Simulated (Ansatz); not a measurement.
Cs2CaBr4 in space group I4/mmm (No. 139; Cs on 4e, Ca on 2a, Br on 4e, Br on 4c), plane-wave PAW LDA (Ansatz code), all energies at zero smearing, with the estimated change up to a 700 eV cutoff added, with one set of potentials and settings (totals compare only within such a set). Cell of 7 atoms (2 Cs, 1 Ca, 4 Br): -23571.437 eV.

```json
[
 {"element": "Cs", "reference phase": "P6_3/mmc, 2 atoms in the cell", "E (eV/atom)": "-5504.8697"},
 {"element": "Ca", "reference phase": "Fm-3m, 1 atoms in the cell", "E (eV/atom)": "-1772.6031"},
 {"element": "Br", "reference phase": "Cmce, 4 atoms in the cell", "E (eV/atom)": "-2693.8442"}
]
```

Formation energy per atom, worked out: (-23571.437 − 2×(-5504.8697) − 1×(-1772.6031) − 4×(-2693.8442))/7 = -1.960 eV/atom (-189 kJ per mol of atoms), at 0 K, without zero-point energy or fitted corrections.

The workflow started from a Materials Project entry (that database holds measured and hypothetical structures alike); the Crystallography Open Database copy checked does not list it. Its standing as an ambient phase is unchecked. The cell was relaxed with LDA under the symmetry of its start; whether a distortion lowers the energy is not shown. The references are the lowest solids computed at this level, not always the standard phases. Scalar-relativistic: spin–orbit coupling is off unless named, which matters more the heavier the elements.

Potentials: the later of the program's two PAW sets.
